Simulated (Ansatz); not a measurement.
## ZnS: enthalpy under pressure, worked through

Level of theory: Ansatz, DFT r2SCAN, scalar-relativistic, plane waves, PAW. Settings: 500 eV cutoff, 8×8×8 k-mesh, Gaussian smearing of 0.02 eV, no spin polarisation.

Starting point, cell and atoms relaxed:

```yaml
crystal:
  lattice:
    - [0.00000, 2.69420, 2.69420]
    - [2.69420, 0.00000, 2.69420]
    - [2.69420, 2.69420, 0.00000]
  atoms:
    - { symbol: Zn, position: [0.00000, 0.00000, 0.00000] }
    - { symbol: S, position: [0.25000, 0.25000, 0.25000] }
```

Cell and atoms were relaxed at each target pressure within the start's symmetry (F-43m), at zero temperature; other phases can be more stable under pressure. H = E + PV with P the target; E is the free energy at the smearing used, whose derivative the pressure is, per atom and counted from zero pressure.

```
P (GPa) V (Å³/atom) E − E0 (meV) H − H0 (meV)
      0       19.556           0.0           0.0
      3       18.885           6.2         359.8
      8       17.976          36.8         934.4
     15       16.999         105.9        1697.4
     30       15.531         307.2        3215.4
     60       13.739         795.0        5940.2
```

**Question.** Thermodynamics gives dH/dP = V along a relaxed path. Integrate V over P by the trapezoid rule and compare with the computed enthalpies.

**Answer.** With 1 eV/Å³ = 160.22 GPa, each step adds the mean volume times ΔP / 160.22:
| P (GPa) | ∫V dP (meV) | H − H0 (meV) | difference (meV) |
| --- | --- | --- | --- |
| 3 | 359.9 | 359.8 | 0.1 |
| 8 | 935.1 | 934.4 | 0.7 |
| 15 | 1699.1 | 1697.4 | 1.7 |
| 30 | 3221.9 | 3215.4 | 6.5 |
| 60 | 5962.2 | 5940.2 | 22.0 |

V(P) curves upward, so the trapezoid rule runs high; integrating a smooth curve through the same points puts that excess at about 21.9 meV at 60 GPa, against the 22.0 meV found.

**Question.** At 60 GPa, how much of the enthalpy change is stored energy and how much is the PV term?

**Answer.** E rises by 795 meV/atom and PV is 60 × 13.739 / 160.22 = 5145 meV/atom, so PV makes 87 % of ΔH. So between rival structures at high pressure a small difference in volume can outweigh the difference in energy: 1 % of this volume is worth 51.5 meV/atom at this pressure.

**Question.** What bulk modulus do the lowest pressures give?

**Answer.** From the pressures that the runs reached, -2.99 GPa (20.395 Å³) and 3.00 GPa (18.885 Å³), B = −ΔP/Δln V = 5.99 / 0.0769 = 78 GPa, a mean over that range.

**Question.** The gap is 2.513 eV at -2.99 GPa and 2.867 eV at 3.00 GPa. What pressure coefficient and volume deformation potential follow?

**Answer.** dE_g/dP = 59.2 meV/GPa, and a_V = dE_g/d ln V = −B dE_g/dP = -4.61 eV. A gap that opens under pressure, with a_V of several eV below zero, is what an s-like antibonding conduction edge gives, since compression pushes it up. If the edges move to other points of the zone within the range, this is a mean of two slopes. Gaps are generalised Kohn–Sham gaps over the whole zone.

Cost: 7 runs of about 1.5 core-minutes in all, on Arm Neoverse V2 (shared hosts).